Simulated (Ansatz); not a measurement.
**Question.** ZrTa (L1₀ or tetragonal B2, P4/mmm) is relaxed with PBEsol in the plane-wave PAW code Ansatz. What lattice parameters of the conventional cell result?

**Answer.** a = 2.849 Å, c = 4.857 Å.

The start of the workflow was typed in or built on a structure type; neither database checked (COD, Materials Project) lists it. Its standing as an ambient phase is unchecked. The PBEsol relaxation kept the symmetry of its start. At this level the phase is mechanically unstable. The run is not spin-polarised. Its formation energy is positive at this level, so the cell may be metastable or incomplete. Axis ratios of metals converge slowly with the k-mesh, so a and c are less sure than the volume. Spin–orbit coupling is left out wherever it is not named.

Potentials: the later of the program's two PAW sets.
